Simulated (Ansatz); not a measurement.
InAgTe2:
```
InAgTe2
1.0
    2.08064     1.20126     6.73706
   -2.08064     1.20126     6.73706
    0.00000    -2.40252     6.73706
In Ag Te
1 1 2
Direct
  0.50000   0.50000   0.50000
  0.00000   0.00000   0.00000
  0.25476   0.25476   0.25476
  0.74524   0.74524   0.74524
```

Relaxed with LDA. Special points in fractions of this cell's reciprocal vectors: Γ (0.000, 0.000, 0.000); T (0.500, 0.500, 0.500); H2 (0.812, 0.188, 0.500); H0 (0.500, -0.188, 0.188); L (0.500, 0.000, 0.000); S0 (0.344, -0.344, 0.000); S2 (0.656, 0.000, 0.344); F (0.500, 0.000, 0.500).

Q: List the band energies nearest the Fermi level at these points for DFT-LDA in the program Ansatz with PAW potentials.

A: In eV from the Fermi level; about four levels below and three above (degenerate sets whole), none deeper than 8.9 eV; points with the same levels are listed once.

```json
[
 {"k": "Γ", "below": "-4.12 -0.81 -0.81 -0.80", "above": "0.13 0.18 0.18"},
 {"k": "T", "below": "-0.63 -0.63 -0.15 -0.15", "above": "2.17 2.64 4.27 4.27"},
 {"k": "H2", "below": "-3.25 -3.04 -1.72 -1.44", "above": "0.90 1.83 4.66"},
 {"k": "L", "below": "-2.94 -1.92 -1.80 -1.31", "above": "0.14 1.40 4.92"},
 {"k": "S0", "below": "-3.71 -2.69 -2.08 -1.30", "above": "0.80 2.62 3.72"},
 {"k": "F", "below": "-4.03 -2.72 -2.68 -1.91", "above": "0.21 0.25 2.30"}
]
```

Space group R-3m. The workflow started from a Materials Project entry (that database holds measured and hypothetical structures alike); the Crystallography Open Database copy checked does not list it. COD files the formula under space group No. 122. With In and Ag taken as one species the cell has the higher symmetry Fm-3m, so it may be an ordered model of a mixed-site phase. Its standing as an ambient phase is unchecked. Symmetry was held in the LDA relaxation; its stability against distortions is not shown here. The run is not spin-polarised. Spin–orbit coupling is left out wherever it is not named.

Potentials: the later of the program's two PAW sets.
